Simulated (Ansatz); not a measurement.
Relaxed-ion elastic tensor of BeTe (zinc blende, F-43m) in GPa (Voigt order), LDA (plane waves, PAW; program Ansatz); density 5.30 g/cm³, 21.42 Å³ per atom.

|  | 1 | 2 | 3 | 4 | 5 | 6 |
|---|---|---|---|---|---|---|
| 1 | 106 | 42.8 | 42.8 | 0.0 | 0.0 | 0.0 |
| 2 | 42.8 | 106 | 42.8 | 0.0 | 0.0 | 0.0 |
| 3 | 42.8 | 42.8 | 106 | 0.0 | 0.0 | 0.0 |
| 4 | 0.0 | 0.0 | 0.0 | 53.3 | 0.0 | 0.0 |
| 5 | 0.0 | 0.0 | 0.0 | 0.0 | 53.3 | 0.0 |
| 6 | 0.0 | 0.0 | 0.0 | 0.0 | 0.0 | 53.3 |

Question: Is the crystal mechanically stable?

Answer: Yes: the smallest eigenvalue of C is 53.3 GPa.

Question: Work out the Voigt, Reuss and Hill averages.

Answer: K_V = 63.8, K_R = 63.8, K_H = 63.8; G_V = 44.5, G_R = 41.7, G_H = 43.1 GPa.

Question: Give Young's modulus, Poisson's ratio, Pugh's ratio and the universal anisotropy index.

Answer: E = 9KG/(3K + G) = 106 GPa; ν = 0.22; K/G = 1.48 (brittle by the Pugh limit of 1.75); A_U = 5G_V/G_R + K_V/K_R − 6 = 0.34.

Question: Estimate the sound speeds and the Debye temperature.

Answer: v_l = √((K + 4G/3)/ρ) = 4790 m/s, v_t = √(G/ρ) = 2850 m/s, mean 3160 m/s; Θ = (h/k)(3n/4πV)^(1/3) v_m = 339 K.

Question: Give the Zener ratio and Young's modulus along [100], [110] and [111].

Answer: A = 2C44/(C11 − C12) = 1.69; 1/E = S11 − 2(S11 − S12 − S44/2)Γ with Γ = 0, 1/4, 1/3 gives 81.1, 110, 125 GPa.

Question: Solve the Christoffel equation for the three sound speeds along [100], [110], [111].

Answer: Eigenvalues of C_ijkl n_j n_l equal ρv² (piezoelectric stiffening left out). In km/s, slowest first: [100] 3.17, 3.17, 4.47; [110] 2.44, 3.17, 4.91; [111] 2.70, 2.70, 5.04.

Symmetry was held in the LDA relaxation; of distortions, only those at the zone centre were tested. Scalar-relativistic: spin–orbit coupling is off unless named, which matters more the heavier the elements.

Potentials: the later of the program's two PAW sets.
